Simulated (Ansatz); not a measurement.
# Equation of state of SbPt from a dense series

```xyz
4
Lattice="4.1300 0.0000 0.0000 -2.0650 3.5767 0.0000 0.0000 0.0000 5.4720" Properties=species:S:1:pos:R:3 pbc="T T T"
Sb    0.0000    2.3845    1.3680
Sb    2.0650    1.1922    4.1040
Pt    0.0000    0.0000    0.0000
Pt    0.0000    0.0000    2.7360
```

Atoms are numbered in the order listed.

The cell is COD entry 1010041, as deposited and not checked against the literature; nothing was relaxed.

Spin–orbit coupling is left out, though it moves levels of the heavy atoms by tenths of an eV or more.

Level of theory: Ansatz 0.2.0, DFT, LDA, all-electron LAPW, scalar-relativistic.

Sampling and basis: a Γ-centred 11×11×8 k mesh, Fermi–Dirac smearing of 0.08 eV, basis error target 0.5 meV/atom, no spin polarisation.

The cell is scaled evenly. Fractional coordinates are held (clamped ions).

| V (Å³/atom) | P (GPa) |
| --- | --- |
| 19.399 | 6.71 |
| 19.804 | 3.12 |
| 20.006 | 1.48 |
| 20.208 | -0.07 |
| 20.410 | -1.52 |
| 20.612 | -2.89 |
| 21.016 | -5.39 |
| 21.420 | -7.60 |

Q: Fit a third-order Birch–Murnaghan curve to the pressures.

A: P = (3B0/2)(y^(7/2) − y^(5/2))[1 + (3/4)(B0′ − 4)(y − 1)] with y = (V0/V)^(2/3) fits within 0.01 GPa for V0 = 20.199 Å³/atom, B0 = 150.1 GPa and B0′ = 5.05.

Q: Predict the pressure at the withheld volume, 18.995 Å³/atom.

A: There y = 1.0418, so the fit gives 10.77 GPa; the run gave 10.76 GPa.
